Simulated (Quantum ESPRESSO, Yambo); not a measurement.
At a photon energy of 7.38 eV, RPA with local fields on LDA bands shifted by a G0W0 scissor of 2.53 eV (Quantum ESPRESSO and Yambo; 3×3×2 mesh, 178 bands, 3 Ry local-field block, 0.2 eV broadening) gives ε = 4.06 + 2.92i for KScMo$_{2}$O$_{8}$ (space group P-3m1, No. 164), field along x. Axes are Cartesian, with cell vectors (Å) (5.88, 0.00, 0.00), (-2.94, 5.10, 0.00), (0.00, 0.00, 7.40).

### Question
Work out n, κ, the normal-incidence reflectivity, the absorption coefficient and the penetration depth.

### Answer
|ε| = 5.00; n = √((|ε| + ε1)/2) = 2.13, κ = √((|ε| − ε1)/2) = 0.69. R = ((n − 1)² + κ²)/((n + 1)² + κ²) = 0.17. α = 2Eκ/(ħc) with ħc = 197.327 eV nm: 0.0513 per nm = 5.1 × 10⁵ per cm, a 1/e depth of 19 nm. The computed direct gap is 5.93 eV, and the energy scale of the real crystal may differ from it. Excitonic effects are left out, and values at one energy depend on mesh and broadening. The scissor comes from a G0W0 run whose convergence isn't established. Convergence of the RPA response with its 3×3×2 mesh was not tested.

Spin-orbit coupling is not included.

Geometry of the Materials Project entry, not relaxed at this level; primitive cell a = b = 5.885 Å, c = 7.405 Å, α = β = 90.00°, γ = 120.00°.

The structure is a Materials Project entry; no match was found in the copy of COD used, and its stability was not checked.
